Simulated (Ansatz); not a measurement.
Structure relaxation, ZrO2

The start is a generated cell, ZrO2 placed in the AFLOW prototype A2B_hP9_150_ef_bd (C22, as in Fe2P). Cell shape, volume and atoms are optimised at zero target pressure with PBE (plane waves to 420 eV, PAW, scalar-relativistic; Ansatz, a first-principles code). The first steps use a coarse 5×5×7 k-mesh.

The start:
```yaml
crystal:
  lattice:
    - [5.87532, 0.00000, 0.00000]
    - [-2.93766, 5.08818, 0.00000]
    - [0.00000, 0.00000, 3.46493]
  atoms:
    - { symbol: O, position: [0.26000, 0.00000, 0.00000] }
    - { symbol: O, position: [0.00000, 0.26000, 0.00000] }
    - { symbol: O, position: [0.74000, 0.74000, 0.00000] }
    - { symbol: O, position: [0.60000, 0.00000, 0.50000] }
    - { symbol: O, position: [0.00000, 0.60000, 0.50000] }
    - { symbol: O, position: [0.40000, 0.40000, 0.50000] }
    - { symbol: Zr, position: [0.00000, 0.00000, 0.50000] }
    - { symbol: Zr, position: [0.33333, 0.66667, 0.87500] }
    - { symbol: Zr, position: [0.66667, 0.33333, 0.12500] }
```

Q: What pressure does the first self-consistent step give?

A: -19.2 GPa (negative: the cell is under tension).

Q: Which atoms feel the largest initial force, and how large is it?

A: 0.63 eV/Å, on Zr8, Zr9 (atoms numbered as listed).

Q: Does the structure survive the relaxation? Give the final space group.

A: The space group goes from P321 (No. 150) to P-62m (No. 189); the end is AFLOW prototype A2B_hP9_189_fg_bc (C22, as in Fe2P), with 9 atoms in the primitive cell.

Q: By how much does the energy per atom fall from start to end?

A: 0.13 eV/atom.

Q: How does the volume change?

A: -11.7 %, from 11.51 to 10.16 Å³/atom.

Q: How do the shortest distances between atoms change?

A: The closest pairs of elements (up to four, under 3.6 Å), start → end: O–Zr 2.22 → 2.11 Å; O–O 2.64 → 2.51 Å; Zr–Zr 3.46 → 3.26 Å.

Q: What does it relax into? Give the structure.

A: 
Space group P-62m (No. 189); a = b = 5.644 Å, c = 3.314 Å, α = β = 90.00°, γ = 120.00°

```json
[
 {"atom": "O", "site": "3f", "symmetry": "m2m", "x": "0.0000", "y": "0.2612", "z": "0.0000"},
 {"atom": "O", "site": "3g", "symmetry": "m2m", "x": "0.4036", "y": "0.4036", "z": "0.5000"},
 {"atom": "Zr", "site": "1b", "symmetry": "-62m", "x": "0.0000", "y": "0.0000", "z": "0.5000"},
 {"atom": "Zr", "site": "2c", "symmetry": "-6..", "x": "0.3333", "y": "0.6667", "z": "0.0000"}
]
```

Final values are on a 7×7×10 k-mesh of the relaxed cell. No spin polarisation in the result.

The run could not lose the symmetry of its start; a randomly shaken copy of 9 atoms returns to this structure.

The relaxed structure here is a generated cell of ZrO2: the first start was made by placing the elements on the sites of a structure type, and the end was not matched to a known phase here, so it may be hypothetical. Known forms of ZrO2 include space group No. 14, 137, 225.
